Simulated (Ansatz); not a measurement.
Values for one crystal, relaxed and computed with plane-wave PAW LDA (Ansatz code); other levels are named.

- Volume per atom: 17.73 Å³
- Electronic character: metallic (no gap)
- Elastic constants (relaxed ions, GPa): C11 = -28.5, C12 = 288, C44 = -78.6
- Density of states at the Fermi level: 1.5 states/eV per atom (mean over ±0.08 eV)
- Pressure derivative B′: 3.6
- Bulk modulus (Birch–Murnaghan fit): 182 GPa
- Mechanical stability: unstable (C has a negative eigenvalue)

Question: Which of these materials gives this?
A. Os, hcp (Mg type)
B. Cu, fcc (Cu type)
C. Ir, fcc (Cu type)
D. Nb, fcc (Cu type)

Answer: D, Nb, fcc (Cu type)

Space group Fm-3m (fcc (Cu type)). The workflow started from an entry of the Crystallography Open Database (COD), which files this formula under 2 space groups. It is not the phase usual at ambient conditions (space group No. 229). The LDA relaxation kept the symmetry of its start. The run is not spin-polarised. As this level gives no gap, shear constants depend on the k-mesh and smearing (Fermi–Dirac, 0.1 eV here). Spin–orbit coupling is left out wherever it is not named.

Potentials: the earlier of the program's two PAW sets. The files were generated under PBE; for other functionals the program regenerates the frozen cores, and for LDA and PBEsol the local potential too.
